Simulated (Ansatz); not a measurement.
Calculated ¹¹⁹Sn Mössbauer parameters for LiF with Sn replacing Li

Cell: a supercell of LiF (rock salt type, Fm-3m) built from a COD entry, with the ions relaxed around the defect (PBE).

```
Sn Li F
1.0
     0.00000    6.04200    6.04200
     6.04200    0.00000    6.04200
     6.04200    6.04200    0.00000
Sn Li F
1 26 27
Direct
  0.00000 0.00000 0.00000
  0.00000 0.00000 0.34903
  0.00000 0.00000 0.65097
  0.00000 0.34903 0.00000
  0.99874 0.33375 0.33375
  0.00000 0.34903 0.65097
  0.00000 0.65097 0.00000
  0.00000 0.65097 0.34903
  0.00126 0.66625 0.66625
  0.34903 0.00000 0.00000
  0.33375 0.99874 0.33375
  0.34903 0.00000 0.65097
  0.33375 0.33375 0.99874
  0.33375 0.33375 0.33375
  0.33938 0.33938 0.66062
  0.34903 0.65097 0.00000
  0.33938 0.66062 0.33938
  0.33938 0.66062 0.66062
  0.65097 0.00000 0.00000
  0.65097 0.00000 0.34903
  0.66625 0.00126 0.66625
  0.65097 0.34903 0.00000
  0.66062 0.33938 0.33938
  0.66062 0.33938 0.66062
  0.66625 0.66625 0.00126
  0.66062 0.66062 0.33938
  0.66625 0.66625 0.66625
  0.16599 0.16599 0.16599
  0.16599 0.16599 0.50202
  0.18639 0.18639 0.81361
  0.16599 0.50202 0.16599
  0.16697 0.50000 0.50000
  0.16697 0.50000 0.83303
  0.18639 0.81361 0.18639
  0.16697 0.83303 0.50000
  0.18639 0.81361 0.81361
  0.50202 0.16599 0.16599
  0.50000 0.16697 0.50000
  0.50000 0.16697 0.83303
  0.50000 0.50000 0.16697
  0.50000 0.50000 0.50000
  0.50000 0.50000 0.83303
  0.50000 0.83303 0.16697
  0.50000 0.83303 0.50000
  0.49798 0.83401 0.83401
  0.81361 0.18639 0.18639
  0.83303 0.16697 0.50000
  0.81361 0.18639 0.81361
  0.83303 0.50000 0.16697
  0.83303 0.50000 0.50000
  0.83401 0.49798 0.83401
  0.81361 0.81361 0.18639
  0.83401 0.83401 0.49798
  0.83401 0.83401 0.83401
```

Atom numbers follow the list; atoms alike are taken as one site, whose name carries the number of the first.

All values are calculated (Ansatz; DFT, PBE, plane waves and PAW, scalar-relativistic, 420 eV cutoff, Γ-centred 3×3×3 k-points, Fermi–Dirac smearing 0.01 eV, cell charge +1), not measured.

Isomer shifts (against SnO₂) follow from the electron density at the nucleus, δ = α(ρ − ρ₀), with α = 0.099 mm s⁻¹ a₀³ and ρ₀ = 183191.44 a₀⁻³ from a line fitted to 8 measured compounds at this level of theory (rms miss 0.12 mm/s). ΔE_Q = ½eQV_zz(1 + η²/3)^½ with Q = -0.132 b for the 23.9 keV state.

**Question.** Where do the absorption lines lie?

**Answer.** Sn (1 atom a cell): δ = 4.47, |ΔE_Q| = 0.00 mm/s, a single line at 4.47 mm/s.

The defect repeats with the cell of 54 atoms, so it feels its images: sites between two images don't show the values beside a lone defect, and zeros or small values of η there can come from the images' arrangement. The relaxation keeps the site symmetry m-3m of the start, so the impurity can't leave its site; a start off the site could end lower. A uniform background compensates the cell's charge. The cell keeps the host's lattice, where the PBE pressure is 10 GPa (in a charged cell this depends on the convention for the mean potential). Shifts outside the range of the fitted compounds (-0.5 to 3.2 mm/s for Sn) are extrapolations.
